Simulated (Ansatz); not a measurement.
Given:

HfPt:
Space group Cmcm (No. 63); a = 3.383 Å, b = 10.320 Å, c = 4.276 Å, α = β = γ = 90.00°

```tsv
atom	site	symmetry	x	y	z
Hf	4c	m2m	0.0000	0.1421	0.7500
Pt	4c	m2m	0.0000	0.5926	0.2500
```
(The calculation used a cell of 4 atoms; values per cell refer to that cell.)

This is the r²SCAN-relaxed structure.

Task: All from DFT-r²SCAN in the program Ansatz with PAW potentials, unless another level is named. Predict the density of states at the Fermi level.

Result: 0.40 states/eV per atom (mean over ±0.08 eV).

Task: What about the formation energy from the elements (no fitted shifts)?

Result: -1.22 eV/atom.

The first step of the workflow began from a Materials Project structure, measured or hypothetical; the Crystallography Open Database copy checked does not list it. COD files the formula under space group No. 221, so this cell is another polymorph or a model. Whether it is the stable phase at ambient conditions was not checked. Symmetry was held in the r²SCAN relaxation; whether a distortion lowers the energy is not shown. No spin polarisation was allowed. Axis ratios of metals converge slowly with the k-mesh, so a and c are less sure than the volume. The references are the lowest solids computed at this level, not always the standard phases. Spin–orbit coupling is left out wherever it is not named.

Potentials: the later of the program's two PAW sets.
